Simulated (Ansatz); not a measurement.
These are results of Ansatz 0.2.0, DFT PBE, scalar-relativistic, plane waves, PAW, not measurements. Settings: cutoff 420 eV, Γ-centred meshes spaced at most about 0.3 Å⁻¹, and about 0.25 Å⁻¹ or finer for metals (2π included), Gaussian smearing. Collinear spin in cells that started with moments and kept them past the coarse steps, no spin elsewhere.

Temperature and zero-point effects are left out.

Two forms of V2SiN2 were relaxed alike.

A. (no spin)

```cif
data_structure
_symmetry_space_group_name_H-M 'P-6m2'
_symmetry_Int_Tables_number 187
_cell_length_a 4.1177
_cell_length_b 4.1177
_cell_length_c 3.8394
_cell_angle_alpha 90.000
_cell_angle_beta 90.000
_cell_angle_gamma 120.000
_cell_volume 56.38
loop_
_atom_site_label
_atom_site_type_symbol
_atom_site_symmetry_multiplicity
_atom_site_Wyckoff_symbol
_atom_site_fract_x
_atom_site_fract_y
_atom_site_fract_z
_atom_site_occupancy
V1 V 1 c 0.33333 0.66667 0.00000 1
V2 V 1 f 0.66667 0.33333 0.50000 1
Si1 Si 1 b 0.00000 0.00000 0.50000 1
N1 N 1 d 0.33333 0.66667 0.50000 1
N2 N 1 e 0.66667 0.33333 0.00000 1
```

B. (site moments V 0.3 (×2) μB)

```cif
data_structure
_symmetry_space_group_name_H-M 'P4/mmm'
_symmetry_Int_Tables_number 123
_cell_length_a 3.9617
_cell_length_b 3.9617
_cell_length_c 3.8547
_cell_angle_alpha 90.000
_cell_angle_beta 90.000
_cell_angle_gamma 90.000
_cell_volume 60.50
loop_
_atom_site_label
_atom_site_type_symbol
_atom_site_symmetry_multiplicity
_atom_site_Wyckoff_symbol
_atom_site_fract_x
_atom_site_fract_y
_atom_site_fract_z
_atom_site_occupancy
V1 V 2 e 0.00000 0.50000 0.50000 1
Si1 Si 1 a 0.00000 0.00000 0.00000 1
N1 N 1 d 0.50000 0.50000 0.50000 1
N2 N 1 b 0.00000 0.00000 0.50000 1
```

**Question.** Which form is favoured at zero pressure, and by what margin per atom?

**Answer.** B is lower, by 0.35 eV/atom. A has space group P-6m2 (No. 187), 11.3 Å³/atom and no gap on its mesh; B has space group P4/mmm (No. 123), 12.1 Å³/atom and no gap. The shortest distance is 1.92 Å (V–N) in A and 1.93 Å (Si–N) in B. Their magnetic states differ too, which can make part of the margin. The lower one is the more open, so pressure narrows the difference. In A, around V on its first site lie 2 N at 1.92 Å and 3 N at 2.38 Å; Si has 3 N at 2.38 Å and 3 V at 2.38 Å; N on its first site is surrounded by 2 V at 1.92 Å, 3 Si at 2.38 Å and 3 V at 2.38 Å; 2 more sites not described. In B, V has 4 N at 1.98 Å, 4 Si at 2.76 Å and 4 V at 2.80 Å; Si has 2 N at 1.93 Å and 8 V at 2.76 Å; N on its first site is surrounded by 4 V at 1.98 Å; 1 more site not described. Both come from invented guesses. A third cell relaxed alike, in C2, lies 215 meV/atom below the lower of the two; the P-6m2 cell fell into it when its atoms were moved at random.

The magnetic state reached may not be the lowest. Trial moments died out on the coarse mesh in P-6m2; another magnetic start might hold. Cells relaxed within their symmetry can be saddle points. Some candidate types were left out of the draw beforehand, so a known form may be missing.
